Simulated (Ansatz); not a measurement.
According to DFT-r²SCAN in the program Ansatz with PAW potentials, C in the orthorhombic phase (Ibam; C on 8j, C on 4a) relaxes to a = 2.658 Å, b = 5.550 Å, c = 4.656 Å.

It is gapped at this level: 3.16 eV (smallest direct gap 3.18 eV). HSE06 on the same cell gives 3.96 eV. Electrons at the band edge weigh 0.55, 1.1, 7.6 mₑ (principal values). The hole mass is 0.41, 0.51, 0.98 mₑ (principal values).

An equation-of-state fit gives a bulk modulus of 384 GPa.

The start of the workflow was typed in or built on a structure type; neither database checked (COD, Materials Project) lists it. It is not the phase usual at ambient conditions (space group No. 194, 227). The r²SCAN relaxation kept the symmetry of its start; its stability against distortions is not shown here. The volume moved by 19 % from the start of the relaxation.

Potentials: the earlier of the program's two PAW sets.
